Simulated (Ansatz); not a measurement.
CdSe (wurtzite)

```xyz
4
Lattice="4.3829 0.0000 0.0000 -2.1914 3.7957 0.0000 0.0000 0.0000 7.1547" Properties=species:S:1:pos:R:3 pbc="T T T"
Cd     2.1914     1.2652     0.0034
Cd     0.0000     2.5305     3.5807
Se     2.1914     1.2652     4.4697
Se     0.0000     2.5305     0.8924
```

The relaxed cell is deformed in two ways at once: its volume V is scaled, and at that volume it is stretched along z (the c axis of the conventional cell) so that c/a changes. Fractional atomic positions are held.

All values below come from PBE (plane waves to 420 eV, PAW, scalar-relativistic; Ansatz, a first-principles code). k mesh 9×9×5 (Γ-centred), Fermi-Dirac smearing 0.05 eV. Stress and pressure are positive under compression. As the atoms are clamped, bonds stretch with the cell, which overstates energies and stresses. CdSe was relaxed with its symmetry unable to fall. The PAW data are Ansatz's earlier set.

At one point of the scan the stress tensor (GPa) is:

```
  -1.68     0.00     0.00
   0.00    -1.68     0.00
   0.00     0.00     0.23
```

Q: Which point is it?
A. V/V₀ = 1.013, (c/a)/(c/a)₀ = 0.973
B. V/V₀ = 1.013, (c/a)/(c/a)₀ = 0.947
C. V/V₀ = 1.027, (c/a)/(c/a)₀ = 0.973
D. V/V₀ = 1.040, (c/a)/(c/a)₀ = 1.053

A: C, V/V₀ = 1.027, (c/a)/(c/a)₀ = 0.973

(A scan under strain: stresses follow from slopes of the energy per volume, elastic moduli from its curvatures.)
